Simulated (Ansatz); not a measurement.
Mg3Te: what symmetry allows forces and stress to be

```
Mg Te
1.0
    -2.22339    2.30848    5.55868
     2.22339   -2.22333    5.52419
     2.22339    2.22333   -5.52419
Mg Te
3 1
Direct
  0.50000 0.46724 0.96724
  0.76123 0.27663 0.50437
  0.23877 0.74314 0.51540
  0.00000 0.01299 0.01299
```

Method: Ansatz 0.2.0, DFT PBE, scalar-relativistic, plane waves, PAW.

Plane waves to 420 eV, a k mesh through Γ of 12×12×12 on the computed 4-atom cell and Gaussian smearing (0.10 eV); no spin polarisation.

This distorted cell has space group C2, with 2 operations.

**Question.** Without a calculation: in which directions can each atom feel a force?

**Answer.** A force must be left unchanged by every operation that keeps its atom in place, so it lies in the space that those operations leave fixed. Atoms that the group maps onto each other feel forces of one size.
```tsv
atom	site symmetry	operations at the site	equivalent to atom	allowed force (Cartesian)
Mg1	2	2	1	along (1.00, 0.00, 0.00)
Mg2	1	1	2	any direction
Mg3	1	1	2	any direction
Te4	2	2	4	along (1.00, 0.00, 0.00)
```

That leaves 5 independent force components of 12, tied by 1 condition that the forces sum to zero, so 4 remain. A relaxation in this cell that keeps the symmetry moves the atoms in these directions alone.

**Question.** And the stress tensor?

**Answer.** It must be invariant under the point group, which leaves 4 independent components: xz, xy vanish.

**Question.** Do the computed values obey this?

**Answer.** Yes. Forces (eV/Å):
```
Mg1  0.159  0.000  0.000
Mg2 -0.011  0.061 -0.008
Mg3 -0.011 -0.061  0.008
Te4 -0.138  0.000  0.000
```

Stress (GPa, compression positive, xx yy zz yz xz xy): -4.50 -3.50 -2.60 0.10 0.00 0.00. The program imposes the same operations on density, forces and stress, so this confirms the analysis and is no independent test of the calculation.